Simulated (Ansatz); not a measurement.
## Computed properties of ZnS (P6_3mc, 6H)

All numbers come from Ansatz. Calculated for a static, non-magnetic cell.

ZnS (P6_3mc) from a database of computed structures, relaxed with r2SCAN. It is hexagonal, P6_3mc (No. 186); conventional cell a = 3.808 Å, c = 18.688 Å, 19.56 Å³ an atom. Zn is surrounded by 4 S at 2.33 Å; Zn is surrounded by 4 S at 2.33–2.34 Å; S is surrounded by 4 Zn at 2.33 Å; S is surrounded by 4 Zn at 2.33–2.34 Å.

Relaxed lattice by functional, symmetry kept:

| functional | k mesh | a (Å) | c (Å) | volume (Å³/atom) |
| --- | --- | --- | --- | --- |
| PBE | 12×12×2 | 3.847 | 18.873 | 20.16 |
| r2SCAN | 12×12×2 | 3.808 | 18.688 | 19.56 |

Band edges at fixed r2SCAN geometry:
```json
{"level": "PBE", "k mesh": "12×12×2", "gap (eV)": "2.17", "kind": "direct", "edges": "Γ", "least direct gap (eV)": "2.17"}
{"level": "r2SCAN", "k mesh": "12×12×2", "gap (eV)": "2.73", "kind": "direct", "edges": "Γ", "least direct gap (eV)": "2.73"}
{"level": "HSE06", "k mesh": "6×6×2", "gap (eV)": "3.40", "kind": "direct", "edges": "Γ", "least direct gap (eV)": "3.40"}
{"level": "PBE0", "k mesh": "6×6×2", "gap (eV)": "4.06", "kind": "direct", "edges": "Γ", "least direct gap (eV)": "4.06"}
```
PBE: smearing of 0.02 eV; the others have fixed occupations.
Wave cutoffs: 420 eV, 500 eV (r2SCAN).

With HSE06 the gap is 3.40 eV and direct, at Γ.

r2SCAN covers 46 % of the step from PBE to HSE06. Among these functionals the gap stays direct.

r2SCAN (ground state on 6×6×2): ε∞: 5.41 along x and y, 5.45 along z. Born charges, averaged over directions: Zn +1.98, S -1.98 e. The program notes that the ground state's band table doesn't vouch for all the bands that the response reads.

The meshes of the hybrids are coarse, so their gaps aren't converged to the digits shown.
